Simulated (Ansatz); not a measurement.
SnO2 (rutile, P4_2/mnm), r²SCAN (plane waves, PAW; program Ansatz), all energies at zero smearing, with the estimated change up to a 700 eV cutoff added, with one set of potentials and settings (totals compare only within such a set). Cell of 6 atoms (2 Sn, 4 O): -14352.445 eV.

```csv
element,reference phase,E (eV/atom)
Sn,"Fd-3m, 2 atoms in the cell",-6038.6401
O,"C2/m, 4 atoms in the cell, spin-polarised",-566.0281
```

Formation energy per atom, worked out: (-14352.445 − 2×(-6038.6401) − 4×(-566.0281))/6 = -1.842 eV/atom (-178 kJ per mol of atoms), at 0 K, without zero-point energy or fitted corrections.

The cell was relaxed with r²SCAN under the symmetry of its start; of distortions, only those at the zone centre were tested. The references are the lowest solids computed at this level, not always the standard phases (solids in place of the gases). Spin–orbit coupling is left out wherever it is not named.

Potentials: the later of the program's two PAW sets.
